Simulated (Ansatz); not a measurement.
Relaxed-ion elastic tensor of Al in space group Fd-3m (No. 227; Al on 8a, Al on 16d) in GPa (Voigt order), plane-wave PAW PBEsol (Ansatz code); density 2.62 g/cm³, 17.09 Å³ per atom.

|  | 1 | 2 | 3 | 4 | 5 | 6 |
|---|---|---|---|---|---|---|
| 1 | 93.2 | 58.6 | 58.6 | 0.0 | 0.0 | 0.0 |
| 2 | 58.6 | 93.2 | 58.6 | 0.0 | 0.0 | 0.0 |
| 3 | 58.6 | 58.6 | 93.2 | 0.0 | 0.0 | 0.0 |
| 4 | 0.0 | 0.0 | 0.0 | 32.3 | 0.0 | 0.0 |
| 5 | 0.0 | 0.0 | 0.0 | 0.0 | 32.3 | 0.0 |
| 6 | 0.0 | 0.0 | 0.0 | 0.0 | 0.0 | 32.3 |

Task: Is the crystal mechanically stable?

Result: Yes: the smallest eigenvalue of C is 32.3 GPa.

Task: Work out the Voigt, Reuss and Hill averages.

Result: K_V = 70.2, K_R = 70.2, K_H = 70.2; G_V = 26.3, G_R = 24.0, G_H = 25.1 GPa.

Task: Give Young's modulus, Poisson's ratio, Pugh's ratio and the universal anisotropy index.

Result: E = 9KG/(3K + G) = 67.3 GPa; ν = 0.34; K/G = 2.79 (ductile by the Pugh limit of 1.75); A_U = 5G_V/G_R + K_V/K_R − 6 = 0.48.

Task: Estimate the sound speeds and the Debye temperature.

Result: v_l = √((K + 4G/3)/ρ) = 6290 m/s, v_t = √(G/ρ) = 3100 m/s, mean 3480 m/s; Θ = (h/k)(3n/4πV)^(1/3) v_m = 402 K.

Task: Give the Zener ratio and Young's modulus along [100], [110] and [111].

Result: A = 2C44/(C11 − C12) = 1.87; 1/E = S11 − 2(S11 − S12 − S44/2)Γ with Γ = 0, 1/4, 1/3 gives 47.9, 70.6, 83.9 GPa.

Task: Solve the Christoffel equation for the three sound speeds along [100], [110], [111].

Result: Eigenvalues of C_ijkl n_j n_l equal ρv². In km/s, slowest first: [100] 3.51, 3.51, 5.96; [110] 2.57, 3.51, 6.42; [111] 2.92, 2.92, 6.57.

The start of the workflow was typed in or built on a structure type; neither database checked (COD, Materials Project) lists it. It is not the phase usual at ambient conditions (space group No. 225). The cell was relaxed with PBEsol under the symmetry of its start. At this level the phase is dynamically unstable (imaginary phonons). As this level gives no gap, shear constants depend on the k-mesh and smearing (Fermi–Dirac, 0.1 eV here).

Potentials: the later of the program's two PAW sets.
